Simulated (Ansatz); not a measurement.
Run on As: DFT, PBEsol, all-electron PAW with datasets made for the crystal, scalar-relativistic (Ansatz 0.2.0).

The cell comes from a relaxation on PAW files under the same functional, begun from a database entry that needn't be the ground state.

Command: `ansatz run input.yaml --threads 1 --pin off --max-ram 3072MiB --backend cpu --events-out ev --progress --plain --runs-dir out` It took 4.6 s on 1 thread of Intel(R) Xeon(R) 6975P-C (Granite Rapids) (shared host), peak memory 0.5 GiB.

```yaml
crystal:
  lattice:
    - [1.8909270794, 1.0917272583, 3.3680264293]
    - [-1.8909270794, 1.0917272583, 3.3680264293]
    - [0.0, -2.1834545166, 3.3680264293]
  atoms:
    - { symbol: As, position: [0.7698836697, 0.7698836697, 0.7698836697] }
    - { symbol: As, position: [0.2301163303, 0.2301163303, 0.2301163303] }
kpoints:
  mp_grid: { grid: [11, 11, 11] }
scf:
  occupations: { method: fermi_dirac, width: 0.05 }
hamiltonian:
  xc: pbesol
  pseudopotentials: { kind: all_electron, datasets: crystal }
output:
  forces: true
  stress: true
  eigenvalues: true
```

Output:

```
hamiltonian.pseudopotentials.datasets: crystal makes datasets for this crystal and solves the spheres of its atoms anew in each pass: cutoff 240.0 eV, the density's 960.0 eV; for an error of 0.50 meV an atom under PBE, 1.0 meV for the cell; an energy difference from a run of another recipe may be off by several times the error for the cell, under r2SCAN by more, where some 0.1 meV an atom stays at smaller errors; As in spheres of 1.265 Å, 5 of its electrons in bands, 10 on its site; only band paths and densities of states list, in semicore columns, the levels of the semicore shells that are solved separately: 3d of As
Engine: ansatz 0.2.0
Pseudopotentials: kind: all_electron
Pseudopotential: As, paw, valence charge 15, recommended cutoff 240 eV (normal), crystal/all_electron/pbesol/scalar/gaussian/As, Koelling and Harmon's equation, gaussian nucleus
Functional definition: PBEsol
  exchange = pbesol_x
  correlation = pbesol_c
Crystal: 2 atoms, lattice volume = 41.717 Å³
Basis set: ecut = 240 eV, 339 PW (Γ), exchange–correlation on 48×48×48 points (8 copies of the dense FFT grid, shifted against one another)
Bands: 9, of which v1, the nominal top of the filled ones, is band 5 counted from 1 (4 counted from 0)
Symmetry: 12 space group operations
Space group: R-3m (ITA 166), of the structure as read, at distance tolerance 3.5e-5 Å
k-points: 146 of 1331
Non-local potential: As, projectors of the file, l = 0: 1, l = 1: 1
PAW form: soft (Blöchl's): semilocal exchange-correlation on the pseudo side does not see the compensation charge
PAW one-centre angular grid: As, 110 points (default); XC on its mesh's 1881 points in the sphere
Initial density: superposition of atomic densities (neutral atoms: chi_scale 0, normalization atom)
Initial wavefunctions: pseudopotential atomic-orbital guess
Functional: x = pbesol(κ = 0.804, μ = 0.12345679012345678), c = pbesol(β = 0.046)
iter 1 solved again at ethr=1.40e-3 eV; its pass at ethr=1.00e-1 eV (dr2=1.40e-1 eV) is discarded
SCF iter   1: F=—  HF=-122961.668974 eV  |F-HF|=—  |Δ(HF+E_count)|=         —  Δρ=2.21e-2  dr2=1.31e-1  ethr=1.40e-3  ⟨swp⟩=3.5  Hψ=8587  notcnv=0
preconditioner: auto → none  [insulator: Δε(μ)=0.251 eV  Ē_g=10.297 eV  σ=0.050 eV  W_gap=0.85  n_scr=8 (ndim 8)  ℏωp=18.2 eV  f_vac=0.000  D(μ)=0.05/eV (n_scr^D=0)  ε∞_Penn≈4.1]
SCF iter   2: F=—  HF=-122961.664403 eV  |F-HF|=—  |Δ(HF+E_count)|=   4.57e-3  Δρ=1.04e-2  dr2=2.81e-2  ethr=1.31e-3  ⟨swp⟩=2.0  Hψ=2360  notcnv=0  defer=1
iter 3 solved again at ethr=9.07e-7 eV; its pass at ethr=2.81e-4 eV (dr2=9.07e-5 eV) is discarded
SCF iter   3: F=—  HF=-122961.664837 eV  |F-HF|=—  |Δ(HF+E_count)|=   4.34e-4  Δρ=4.38e-4  dr2=9.82e-5  ethr=9.07e-7  ⟨swp⟩=3.0  Hψ=6664  notcnv=0  defer=1
SCF iter   4: F=—  HF=-122961.664810 eV  |F-HF|=—  |Δ(HF+E_count)|=   2.72e-5  Δρ=1.70e-4  dr2=1.45e-5  ethr=9.07e-7  ⟨swp⟩=3.0  Hψ=2577  notcnv=0  defer=1
SCF iter   5: F=—  HF=-122961.664802 eV  |F-HF|=—  |Δ(HF+E_count)|=   7.54e-6  Δρ=9.47e-5  dr2=5.35e-6  ethr=1.45e-7  ⟨swp⟩=3.0  Hψ=2712  notcnv=0  defer=1
SCF iter   6: F=-122961.664799 eV  HF=-122961.664799 eV  |F-HF|=1.11e-9  |Δ(HF+E_count)|=   3.40e-6  Δρ=8.39e-6  dr2=1.86e-8  ethr=5.35e-8  ⟨swp⟩=3.0  Hψ=2471  notcnv=0  defer=1
SCF 1 converged in 6 iterations: F = -122961.664797 eV  dr2 = 1.86e-8
  Residual-converged pass: ⟨swp⟩=4.0  Hψ=3262  notcnv=0  max |occ|·‖R‖ = 5.1e-6 eV (tolerance 5.3e-6 eV)  dr2=2.02e-8  dr2_onsite=4.60e-8  max |Δocc| = 1.6e-9
  greatest PAW one-centre occupation: 0.752 electrons in one spin orbital (limit 2), on the As atom at site 0 (counted from 0), in its partial waves of l = 0
SCF converged after 6 iterations
Free energy (F): -122961.664797 eV
Harris-Foulkes:  -122961.664797 eV  (|F-HF|=1.11e-9)
Internal energy: -122961.664189 eV  (E = F + TS)
E sigma→0 (E₀):  -122961.664493 eV
Entropy (-TS):   -0.000607 eV (-0.304 meV/atom)
Past the cutoff: the bands carry plane waves up to 1.75 times it, of which those up to 1.5 times it add -0.000045 eV an atom, each by itself; the spheres take 0.000041 eV an atom off the energy for waves past 1.75 times it
By the cutoff:   a pressure is off by up to 0.005 GPa (1.2 times the spheres' own share and the shells' term, over an atom's volume, and 0.004 GPa: a bound that held against runs at twice the plane waves)
Past the cutoffs: a stress includes 0.0023 GPa for waves and charges beyond them, in addition to the slope of what the spheres take
In the spheres:  the bands' charges fall short by 1.9e-7 e at most (sound up to 1e-3), those of shells solved beside the bands by 8.0e-8 e (sound up to 5e-4)
Fermi energy:    11.817161 eV
--- Per-component energies (eV) ---
  E_band       = 52.341197
  E_kinetic    = 134.623887
  E_local      = -2793.278147  (includes V_loc(G=0)·N_el)
  E_nonlocal   = 1.437658
  E_hartree    = 1359.204087
  E_xc         = -133.672148
  E_vxc        = -155.325289  (∫ρ·V_xc dr)
  E_paw        = -128482.962118  (= ΣΔE_a)
  E_vpaw       = -10116.672401  (= ΣTr[D̂ρ^β])
  E_ewald      = -3310.164674
  E_smearing   = -0.000607  (= −TS)
  E_closure    = 10263.147265  (closes the sum)
  Σ components = -122961.664797   (vs F -122961.664797, Δ=0.00e0)
  The terms above E_closure are by the made datasets' own strengths, without shells solved beside the bands.
--- Forces (eV/Å), atoms counted from 1 ---
  atom   1  As    -0.00000000    -0.00000000     0.00035820
  atom   2  As    -0.00000000     0.00000000    -0.00035820
  max |Σ_I F_I| component: 2.78e-17 eV/Å
--- Stress (GPa, compression-positive) ---
        0.009835       0.000000       0.000000
       -0.000000       0.009835       0.000000
        0.000000       0.000000       0.008832
  P = ⅓ Tr σ = 0.0095 GPa (0.095 kbar)
  It holds what live shells' own plane waves past their cutoff add
--- Band table (eV; the first three rows and the last of 146) ---
  k-point 0: bands = ["-3.3918", "6.1806", "9.3797", "9.6919", "9.6919", "13.8541", "14.8840", "14.8840"]
  k-point 1: bands = ["-3.2796", "5.7147", "9.4034", "9.6358", "9.7919", "13.9384", "14.6252", "14.7006"]
  k-point 2: bands = ["-2.9449", "4.6170", "9.3184", "9.5009", "10.1252", "13.6723", "14.0921", "14.1717"]
  k-point 145: bands = ["-1.6245", "1.4454", "8.7030", "9.7158", "11.2469", "12.4587", "12.5688", "14.3913"]
```
